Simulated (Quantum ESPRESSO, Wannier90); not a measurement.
## Ir (fcc (Cu type)), plane waves to Wannier functions

Materials Project entry mp-101; symmetrised, unrelaxed at this level. This is the element's usual structure. Level: PBEsol, no spin polarisation, no spin-orbit coupling; pw.x of Quantum ESPRESSO at 55 Ry with PseudoDojo potentials, 12×12×12 k-points, Wannier90. Density: 18×18×18 mesh, cold smearing 0.01 Ry. Spin-orbit coupling is left out although heavy elements are present.

```
begin unit_cell_cart
ang
    0.0000000000    1.9269650000    1.9269650000
    1.9269650000    0.0000000000    1.9269650000
    1.9269650000    1.9269650000    0.0000000000
end unit_cell_cart
mp_grid = 12 12 12
```

Problem. Which shells of neighbouring k-points and which b-vectors and weights does Wannier90 pick for this cell and mesh?

Solution. 
```
 *---------------------------------- K-MESH ----------------------------------*
 +----------------------------------------------------------------------------+
 |                    Distance to Nearest-Neighbour Shells                    |
 |                    ------------------------------------                    |
 |          Shell             Distance (Ang^-1)          Multiplicity         |
 |          -----             -----------------          ------------         |
 |             1                   0.235318                      8            |
 |             2                   0.271722                      6            |
 |             3                   0.384273                     12            |
 |             4                   0.450600                     24            |
 |             5                   0.470636                      8            |
 |             6                   0.543444                      6            |
 |             7                   0.592204                     24            |
 |             8                   0.607589                     24            |
       ... (lines left out)
 +----------------------------------------------------------------------------+
 | The b-vectors are chosen automatically                                     |
 | The following shells are used:                       1                     |
 +----------------------------------------------------------------------------+
 |                        Shell   # Nearest-Neighbours                        |
 |                        -----   --------------------                        |
 |                          1               8                                 |
 +----------------------------------------------------------------------------+
 | Completeness relation is fully satisfied [Eq. (B1), PRB 56, 12847 (1997)]  |
 +----------------------------------------------------------------------------+
 |                  b_k Vectors (Ang^-1) and Weights (Ang^2)                  |
 |                  ----------------------------------------                  |
 |            No.         b_k(x)      b_k(y)      b_k(z)        w_b           |
 |            ---        --------------------------------     --------        |
 |             1         0.135861    0.135861   -0.135861     6.772054        |
 |             2         0.135861   -0.135861    0.135861     6.772054        |
 |             3        -0.135861    0.135861    0.135861     6.772054        |
 |             4         0.135861    0.135861    0.135861     6.772054        |
 |             5        -0.135861   -0.135861    0.135861     6.772054        |
 |             6        -0.135861    0.135861   -0.135861     6.772054        |
 |             7         0.135861   -0.135861   -0.135861     6.772054        |
 |             8        -0.135861   -0.135861   -0.135861     6.772054        |
```
